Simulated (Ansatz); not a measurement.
Ti₂S₃:
```
CELL_PARAMETERS angstrom
      2.97506     5.14667     0.00000
     -2.97506     5.14667     0.00000
     -1.97724     0.00000     5.69645
ATOMIC_POSITIONS crystal
  Ti 0.67366 0.67366 0.00000
  Ti 0.32634 0.32634 0.00000
  Ti 0.00000 0.00000 0.00000
  Ti 0.50000 0.50000 0.50000
  S  0.41767 0.91698 0.25613
  S  0.58233 0.08302 0.74387
  S  0.91698 0.41767 0.74387
  S  0.08302 0.58233 0.25613
  S  0.74797 0.25203 0.24545
  S  0.25203 0.74797 0.75455
```

Relaxed with r²SCAN. Special points in fractions of this cell's reciprocal vectors: Γ (0.000, 0.000, 0.000); Y (0.500, 0.500, 0.000); M (0.500, 0.500, 0.500); A (0.000, 0.000, 0.500); L2 (0.000, 0.500, 0.500); V2 (0.000, 0.500, 0.000).

Q: List the band energies nearest the Fermi level at these points for the program Ansatz at the r²SCAN level (PAW).

A: In eV from the Fermi level; about four levels below and three above (degenerate sets whole), none deeper than 8.9 eV; points with the same levels are listed once.

```
k                     below           above
--  -----------------------  --------------
Γ   -1.30 -0.29 -0.15 -0.10  0.57 0.58 0.79
Y   -3.02 -2.97 -2.38 -1.41  0.16 0.38 0.71
M   -2.46 -0.34 -0.26 -0.21  0.36 0.55 0.85
A   -3.48 -3.16 -1.99 -1.91  0.14 0.17 0.61
L2  -2.85 -2.39 -1.38 -0.51  0.24 0.38 0.65
V2  -2.56 -2.36 -0.25 -0.14  0.35 0.51 0.72
```

Space group C2/m. The first step of the workflow began from a Materials Project structure, measured or hypothetical; the Crystallography Open Database copy checked does not list it. Whether it is the stable phase at ambient conditions was not checked. The cell was relaxed with r²SCAN under the symmetry of its start; whether a distortion lowers the energy is not shown. The run is not spin-polarised.

Potentials: the later of the program's two PAW sets.
